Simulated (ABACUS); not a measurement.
ABACUS run on a model cell of Hg (Fd-3m, 2 atoms in the cell; prototype structure): self-consistent single point.

All values come from this method and carry its errors: PBEsol, PseudoDojo 0.4 standard norm-conserving PBEsol (tails mended) pseudopotentials (plane waves; ABACUS).

The change in words: volume scaled by 0.96. Reference geometry (Fd-3m):
```yaml
crystal:
  lattice:
    - [0.00000, 3.24757, 3.24757]
    - [3.24757, 0.00000, 3.24757]
    - [3.24757, 3.24757, 0.00000]
  atoms:
    - { symbol: Hg, position: [0.75000, 0.75000, 0.75000] }
    - { symbol: Hg, position: [0.50000, 0.50000, 0.50000] }
```

Reference input (self-consistent single point, DFT, PBEsol, plane waves, PseudoDojo 0.4 standard norm-conserving PBEsol (tails mended) pseudopotentials): KPT = Gamma 10 10 10 0 0 0; basis_type = pw; ecutwfc = 66 Ry; smearing_method = gaussian; smearing_sigma = 0.0199916 Ry; potentials = PseudoDojo 0.4 standard norm-conserving PBEsol (tails mended); symmetry = 1; symmetry_prec = 1e-05; ks_solver = dav; scf_nmax = 100; scf_thr = 1.0e-09 Ry; mixing_type = pulay. This run's input differs from it in these lines:

```diff
@@ -26,5 +26,5 @@
 LATTICE_VECTORS
-   0.0000000000    6.1370235397    6.1370235397
-   6.1370235397    0.0000000000    6.1370235397
-   6.1370235397    6.1370235397    0.0000000000
+   0.0000000000    6.0540815704    6.0540815704
+   6.0540815704    0.0000000000    6.0540815704
+   6.0540815704    6.0540815704    0.0000000000
```

Output (repeated stretches shortened):

```
 SELF-CONSISTENT
 -------------------------------------------
                                 init_chg = atomic

 PW ALGORITHM --------------- ION=   1  ELEC=   1--------------------------------

 Notice: Threshold on eigenvalues was too large.

 Density error is 0.0261253071541
                          Error Threshold = 6.34369266641e-05
 E_KohnSham     -666.1726348243      -9063.7436852843
 E_Fermi        0.7251505695         9.8661796534

 PW ALGORITHM --------------- ION=   1  ELEC=   2--------------------------------

 Density error is 0.00281552450096
                          Error Threshold = 6.53132678852e-05
   [... lines left out ...]

 Density error is 1.47977048305e-09
                          Error Threshold = 8.04955327e-11
 E_KohnSham     -666.1749876192      -9063.7756967002
 E_Fermi        0.7098436322         9.6579180867

 PW ALGORITHM --------------- ION=   1  ELEC=  13--------------------------------

 Density error is 7.92706622007e-12
                          Error Threshold = 3.69942620762e-12
 E_KohnSham     -666.1749876195      -9063.7756967047
 E_KS(sigma->0) -666.1735670778      -9063.7563692428
 E_entropy(-TS) -0.0028410835        -0.0386549238
 E_Fermi        0.7098444938         9.6579298091
 charge density convergence is achieved
 final etot is -9063.7756967 eV
 EFERMI = 9.6579298091 eV

 STATE ENERGY(eV) AND OCCUPATIONS    NSPIN == 1
   [... 27 lines left out ...]

 TOTAL-FORCE (eV/Angstrom)
                       Hg1         0.0000000000         0.0000000000         0.0000000000
                       Hg2         0.0000000000         0.0000000000         0.0000000000

 TOTAL-STRESS (KBAR)
        21.5784876217         0.0000000000        -0.0000000000
         0.0000000000        21.5784876217        -0.0000000000
         0.0000000000        -0.0000000000        21.5784876217
 TOTAL-PRESSURE: 21.578488 KBAR

 --------------------------------------------
 !FINAL_ETOT_IS -9063.7756967047225771 eV
 --------------------------------------------
```

The run converged in 13 iterations. Against the reference run the free energy rises by 13.6 meV/atom and the pressure goes from 1.02 to 2.16 GPa.

The cell was set up from a structure prototype or typed lattice constants and was not relaxed beforehand at this level.

Cost on one core: roughly 2.2 core-minutes.

“Tails mended”: in these copies of the files the far tail of each local potential was reset to the Coulomb form.
